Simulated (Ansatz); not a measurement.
CaAl$_{2}$O$_{4}$ in space group P6_3 (No. 173; Pearson symbol hP42), r²SCAN in the plane-wave PAW code Ansatz. The conduction-band minimum lies at Γ, with 1 equivalent valley. Second derivatives d²E/dk² of the lowest band at one valley (eV·Å²), along Cartesian directions:

```
direction  d²E/dk²
---------  -------
[100]        17.27
[010]        17.27
[001]        17.15
[110]        17.27
[101]        17.21
[011]        17.21
```

Q: Find the principal effective masses, the density-of-states mass and the conductivity mass.

A: Off-diagonal terms follow from H_xy = H[110] − (H_xx + H_yy)/2, and m*/mₑ = 7.620 eV·Å² over each eigenvalue: 0.44, 0.44, 0.44. One valley's DOS mass (m₁m₂m₃)^(1/3) = 0.44, conductivity mass 3/(Σ 1/mᵢ) = 0.44 mₑ.

Q: What effective density of states Nc follows at 300 K for parabolic valleys?

A: Nc = 2.509e19 × 1 × (0.44)^(3/2) ≈ 7.3e18 cm⁻³.

The first step of the workflow began from a Materials Project structure, measured or hypothetical; the Crystallography Open Database copy checked does not list it. COD files the formula under space group No. 14, so this cell is another polymorph or a model. Whether it is the stable phase at ambient conditions was not checked. Symmetry was held in the r²SCAN relaxation; whether a distortion lowers the energy is not shown.

Potentials: the earlier of the program's two PAW sets.

Edges and masses are those of Kohn–Sham bands, whose gap is no quasiparticle gap.
